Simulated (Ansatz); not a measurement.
In plane-wave PAW PBEsol (Ansatz code), LaGeO in the tetragonal phase (P4/nmm; La on 2c, Ge on 2a, O on 2c) relaxes to a = 3.566 Å, c = 8.533 Å. Against the elements it lies at -2.03 eV/atom, with no fitted shifts.

Electronic character: metallic (no gap). Gap from PBEsol with spin–orbit coupling: none (metallic).

An equation-of-state fit gives a bulk modulus of 996 kbar. The highest mode at Γ lies at 366 cm⁻¹.

The start of the workflow was typed in or built on a structure type; neither database checked (COD, Materials Project) lists it. Whether it is the stable phase at ambient conditions was not checked. The cell was relaxed with PBEsol under the symmetry of its start; phonons show weakly imaginary modes. As this level gives no gap, phonon frequencies hold no LO–TO term and depend on the k-mesh and smearing (Fermi–Dirac, 0.1 eV here). The references are the lowest solids computed at this level, not always the standard phases (solids in place of the gases). Scalar-relativistic: spin–orbit coupling is off unless named, which matters more the heavier the elements.

Potentials: the earlier of the program's two PAW sets. The files were generated under PBE; for other functionals the program regenerates the frozen cores, and for LDA and PBEsol the local potential too.
